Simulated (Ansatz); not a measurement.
FeAs₂:
Space group Pnnm (No. 58); a = 5.250 Å, b = 5.966 Å, c = 2.873 Å, α = 90.00°, β = 90.00°, γ = 90.00°

```csv
atom,site,symmetry,x,y,z
Fe,2a,..2/m,0.0000,0.0000,0.0000
As,4g,..m,0.1787,0.3631,0.0000
```

Relaxed with r²SCAN.

Problem. Tabulate the valence density and the electron localisation function along the shortest Fe–Fe contact (2.87 Å), the program Ansatz at the r²SCAN level (PAW).

Solution. 

```csv
distance from Fe (Å),density (e/Å³),ELF
0.29,20.06,0.78
0.43,10.24,0.61
0.57,4.33,0.39
0.72,1.57,0.20
0.86,0.58,0.10
1.01,0.34,0.09
1.15,0.27,0.17
1.29,0.24,0.32
1.44,0.23,0.38
1.58,0.24,0.32
1.72,0.27,0.17
1.87,0.34,0.09
2.01,0.58,0.10
2.15,1.57,0.20
2.30,4.33,0.39
2.44,10.24,0.61
2.59,20.06,0.78
```

The density is the valence pseudo-density with augmentation charge, so density and ELF within about 1 Å of a nucleus are not all-electron values.

The workflow started from a Materials Project entry (that database holds measured and hypothetical structures alike); the Crystallography Open Database files this formula in space group No. 58, but the cells were not matched. Its standing as an ambient phase is unchecked. The r²SCAN relaxation kept the symmetry of its start; its stability against distortions is not shown here. The run is not spin-polarised.

Potentials: the later of the program's two PAW sets.
